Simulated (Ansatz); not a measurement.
RuSb₂ (space group Pnnm)

```xyz
6
Lattice="5.9572 0.0000 0.0000 0.0000 6.6633 0.0000 0.0000 0.0000 3.1762" Properties=species:S:1:pos:R:3 pbc="T T T"
Sb     1.0853     2.3811     0.0000
Sb     4.8719     4.2822     0.0000
Sb     4.0639     0.9505     1.5881
Sb     1.8933     5.7128     1.5881
Ru     0.0000     0.0000     0.0000
Ru     2.9786     3.3317     1.5881
```

The slice is a (010) plane (indices of the conventional cell) through the point (0.182, 0.357, 0.000) (fractional), spanned by u = [001] and v = [100] in vectors of this cell: u (3.18 Å) and v (5.96 Å, at 90° to u). It covers one period; positions are fractions (u, v).

Computed with PBEsol (plane waves to 420 eV, PAW, scalar-relativistic; Ansatz, a program for electronic structure). k mesh 8×7×15. Inside the PAW spheres the values are not all-electron values, and peaks at nuclei hang on which shells count as valence. At this level the bands of RuSb2 touch or barely overlap; measurements give the solid a gap. RuSb2 is run without spin polarisation. RuSb2 was relaxed with its symmetry unable to fall. Spin-orbit coupling is left out, though Sb is heavy.

Three fields on this plane, each scaled to ten steps between its own extremes (0 low, 9 high; the total valence density on a logarithmic scale, the potential cut 8 eV below its top; x marks points blanked near nuclei; v = 0 in the bottom row):

Map A
```
|xxxx0440xxx|
|xxx025520xx|
|xx00577500x|
|00357887530|
|66788998876|
|88889999888|
|99988888899|
|99888778889|
|99887667889|
|99875445789|
|99863113689|
|99740000479|
|99730xx0379|
|98630xx0368|
|66540000456|
|00233223320|
|xx00455400x|
|xxx026620xx|
|xxxx0550xxx|
|xxxx0440xxx|
```

Map B
```
|xxxx7557xxx|
|xxx853358xx|
|xx86322368x|
|76531001356|
|44320000234|
|22110000112|
|11111221111|
|01123443211|
|11245555421|
|12356776532|
|22467887642|
|23578998753|
|33579xx9753|
|44579xx9754|
|55678998765|
|77777887777|
|xx98766789x|
|xxx976679xx|
|xxxx7667xxx|
|xxxx7557xxx|
```

Map C
```
|xxxx6666xxx|
|xxx663366xx|
|xx77511577x|
|88852002588|
|76420000246|
|21100000011|
|00012332100|
|00135775310|
|01368998631|
|12478998742|
|12466666642|
|23454334543|
|33444xx4443|
|44445xx5444|
|77655555567|
|88875445788|
|xx79866897x|
|xxx799997xx|
|xxxx8998xxx|
|xxxx7887xxx|
```

**Question.** Assign the maps to these fields: electron localisation function (ELF); valence electron density; electrostatic potential energy of an electron, from the cell's mean.

**Answer.** A is the electrostatic potential energy of an electron, from the cell's mean; B is the valence electron density; C is the electron localisation function (ELF).
